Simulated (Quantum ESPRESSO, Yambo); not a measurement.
LiBH₄ (space group P6_3mc, No. 186): static response along x against the Γ-centred k mesh (Yambo on PBEsol (pw.x of Quantum ESPRESSO, ONCV potentials, no spin-orbit coupling) bands; 76 bands, 3 Ry block). The smallest direct PBEsol gap is 6.74 eV. Axes are Cartesian, with cell vectors (Å) (4.20, 0.00, 0.00), (-2.10, 3.64, 0.00), (0.00, 0.00, 7.42).

```tsv
k mesh	ε(0), independent particles	ε(0), RPA with local fields	rough Yambo cost
3×3×2	2.72	2.46	about 1/6
6×6×2	2.64	2.38	about 1/3
9×9×4	2.64	2.38	1
```

The last step changes the RPA value by 0.0 %. Electronic response only; costs are rough.

Geometry of the Materials Project entry, not relaxed at this level; primitive cell a = b = 4.203 Å, c = 7.420 Å, α = β = 90.00°, γ = 120.00°.

The structure is a Materials Project entry; no match was found in the copy of COD used, and its stability was not checked.
